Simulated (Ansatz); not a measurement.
Consider the following.

Cs₂NaMoF₆:
```
Cs2NaMoF6
1.0
    0.00000     4.39930     4.39930
    4.39930     0.00000     4.39930
    4.39930     4.39930     0.00000
Cs Na Mo F
2 1 1 6
Direct
  0.25000   0.25000   0.25000
  0.75000   0.75000   0.75000
  0.50000   0.50000   0.50000
  0.00000   0.00000   0.00000
  0.23366   0.23366   0.76634
  0.76634   0.76634   0.23366
  0.76634   0.23366   0.23366
  0.23366   0.76634   0.76634
  0.23366   0.76634   0.23366
  0.76634   0.23366   0.76634
```
The run is spin-polarised; directions of the spins, atom by atom: 0 0 0 ↑ 0 0 0 0 0 0.

This is the PBEsol-relaxed structure.

Task: All from the program Ansatz at the PBEsol level (PAW), unless another level is named. Estimate the Hill bulk and shear moduli.

Result: 39.7 and 20.0 GPa.

Task: Next, the elastic constants (relaxed ions, GPa)?

Result: C11 = 65.7, C12 = 26.7, C44 = 20.3.

Space group Fm-3m. The first step of the workflow began from a Materials Project structure, measured or hypothetical; the Crystallography Open Database copy checked does not list it. Whether it is the stable phase at ambient conditions was not checked. Symmetry was held in the PBEsol relaxation; its stability against distortions is not shown here. The final state is ferromagnetic, chosen from 3 collinear starts compared on coarse meshes (ties went to the first, and starts can fall back to one state), not a proven ground state. No Hubbard U is applied. Spin–orbit coupling is left out wherever it is not named.

Potentials: the later of the program's two PAW sets.
